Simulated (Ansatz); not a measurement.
An Ansatz input:

```yaml
crystal:
  lattice:
    - [4.0496806958, 0.0, 0.0]
    - [-2.0248403479, 3.5071263597, 0.0]
    - [0.0, 0.0, 2.4324094066]
  atoms:
    - { symbol: Cu, position: [0.0, 1.0, 0.0] }
    - { symbol: Cu, position: [0.3333333333, 0.6666666667, 0.5] }
    - { symbol: Cu, position: [0.6666666667, 0.3333333333, 0.5] }
hamiltonian:
  xc: pbesol
  pseudopotentials:
    kind: paw
    azcp:
      Cu: "pseudopotentials/Cu.paw.azcp"
basis:
  ecutwfc: 420
  fft_grid_basis: typed
kpoints:
  mp_grid: { grid: [10, 10, 14], shift: [0, 0, 0] }
magnetization:
  spin_polarized: false
scf:
  occupations: { method: fermi_dirac, width: 0.1 }
  lower_state_search: "off"
output:
  stress: true
```

Output

```
Warning: the record states the generating functional pbe (its physics header spells it `PBE`), which answers neither for hamiltonian.xc's functional nor for the pbesol family's — results may be inconsistent (PPs are generated against a specific XC)
Engine: ansatz 0.2.0, x86_64-unknown-linux-gnu
Pseudopotentials: kind: paw
Pseudopotential: Cu, paw, valence charge 19, recommended cutoff 420 eV (normal) 
Functional definition: PBEsol
  exchange = pbesol_x
  correlation = pbesol_c
Crystal: 3 atoms, lattice volume = 34.547 Å³
Basis set: ecut = 420 eV, 669 PW (Γ)
Bands: 33, of which v1, the nominal top of the filled ones, is band 29 counted from 1 (28 counted from 0)
Symmetry: 24 space group operations
Space group: P6/mmm (ITA 191), of the structure as read, at distance tolerance 3.3e-5 Å
k-points: 112 of 1400
Non-local potential: Cu, projectors of the file, l = 0: 3, l = 1: 2, l = 2: 3, l = 3: 1
PAW form: soft (Blöchl's): semilocal exchange-correlation on the pseudo side does not see the compensation charge
PAW frozen core: Cu, regenerated for the run's functional, and the local potential with it (the file was generated under x = pbe(κ = 0.804, μ = 0.2195149727645171), c = pbe(β = 0.06672455060314922))
PAW one-centre angular grid: Cu, 590 points (default); XC on 64 Gauss nodes
Initial density: superposition of atomic densities (neutral atoms: chi_scale 0, normalization atom), corrected by the library's trained network
Initial wavefunctions: pseudopotential atomic-orbital guess
Functional: x = pbesol(κ = 0.804, μ = 0.12345679012345678), c = pbesol(β = 0.046)
SCF iter   1: F=—  HF=-19766.091621 eV  |F-HF|=—  |Δ(HF+E_count)|=         —  Δρ=2.09e-2  dr2=7.75e-2  ethr=1.77e-3  ⟨swp⟩=5.0  Hψ=11999  notcnv=0
SCF iter   2: F=—  HF=-19766.075100 eV  |F-HF|=—  |Δ(HF+E_count)|=   1.65e-2  Δρ=4.68e-3  dr2=4.33e-3  ethr=1.36e-4  ⟨swp⟩=2.0  Hψ=6445  notcnv=0  defer=15
SCF iter   3: F=—  HF=-19766.074132 eV  |F-HF|=—  |Δ(HF+E_count)|=   9.68e-4  Δρ=1.39e-3  dr2=3.67e-4  ethr=7.60e-6  ⟨swp⟩=1.3  Hψ=3732  notcnv=0  defer=15
SCF iter   4: F=—  HF=-19766.073998 eV  |F-HF|=—  |Δ(HF+E_count)|=   1.34e-4  Δρ=1.04e-4  dr2=1.65e-6  ethr=6.43e-7  ⟨swp⟩=2.4  Hψ=5112  notcnv=0  defer=15
SCF iter   5: F=—  HF=-19766.073999 eV  |F-HF|=—  |Δ(HF+E_count)|=   1.40e-6  Δρ=5.22e-5  dr2=4.90e-7  ethr=2.90e-9  ⟨swp⟩=2.1  Hψ=6799  notcnv=0  defer=15
SCF iter   6: F=-19766.073999 eV  HF=-19766.073999 eV  |F-HF|=1.87e-8  |Δ(HF+E_count)|=   1.20e-7  Δρ=9.38e-6  dr2=1.05e-8  ethr=1.75e-10  ⟨swp⟩=3.7  Hψ=16425  notcnv=0
SCF 1 converged in 6 iterations: F = -19766.073999 eV  dr2 = 1.05e-8
SCF converged after 6 iterations
Free energy (F): -19766.073999 eV
Harris-Foulkes:  -19766.073999 eV  (|F-HF|=1.87e-8)
Internal energy: -19766.041930 eV  (E = F + TS)
E sigma→0 (E₀):  -19766.057964 eV
Entropy (-TS):   -0.032070 eV (-10.690 meV/atom)
Fermi energy:    17.141661 eV
--- Per-component energies (eV) ---
  E_band       = -1056.614720
  E_kinetic    = 901.702791
  E_local      = -12039.763535  (includes V_loc(G=0)·N_el)
  E_nonlocal   = 1174.706807
  E_hartree    = 5300.735954
  E_xc         = -267.751287
  E_vxc        = -347.066824  (∫ρ·V_xc dr)
  E_paw        = -4878.701773  (= ΣΔE_a)
  E_vpaw       = -1347.679107  (= ΣTr[D̂ρ^β])
  E_aug_tail   = 0.000708  (compensation charges beyond the density's cutoff)
  E_ewald      = -9957.590203
  E_core_change = 0.618607  (= ΣΔE_core)
  E_smearing   = -0.032070  (= −TS)
  E_closure    = -0.000000  (closes the sum)
  Σ components = -19766.073999   (vs F -19766.073999, Δ=0.00e0)
--- Stress (GPa, compression-positive) ---
        0.157211       0.000000      -0.000000
       -0.000000       0.157211      -0.000000
       -0.000000      -0.000000      -0.275277
  P = ⅓ Tr σ = 0.0130 GPa (0.130 kbar)
```
